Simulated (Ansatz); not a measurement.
Ta₃Ru:
```yaml
crystal:
  lattice:
    - [0.00000, 3.21452, 3.21452]
    - [3.21452, 0.00000, 3.21452]
    - [3.21452, 3.21452, 0.00000]
  atoms:
    - { symbol: Ta, position: [0.25000, 0.25000, 0.25000] }
    - { symbol: Ta, position: [0.75000, 0.75000, 0.75000] }
    - { symbol: Ta, position: [0.50000, 0.50000, 0.50000] }
    - { symbol: Ru, position: [0.00000, 0.00000, 0.00000] }
```

Relaxed with r²SCAN.

Give the Bader charges and basin volumes of the independent atoms, the program Ansatz at the r²SCAN level (PAW).



```csv
atom,Bader charge (e),Bader volume (Å³)
Ta1,+0.69,15.1
Ta3,-0.03,16.9
Ru4,-1.36,19.2
```

Space group Fm-3m. The workflow started from a Materials Project entry (that database holds measured and hypothetical structures alike); the Crystallography Open Database copy checked does not list it. With Ta and Ru taken as one species the cell has the higher symmetry Im-3m, so it may be an ordered model of a mixed-site phase. Whether it is the stable phase at ambient conditions was not checked. The cell was relaxed with r²SCAN under the symmetry of its start; its stability against distortions is not shown here. The run is not spin-polarised. Scalar-relativistic: spin–orbit coupling is off unless named, which matters more the heavier the elements.

Potentials: the later of the program's two PAW sets.
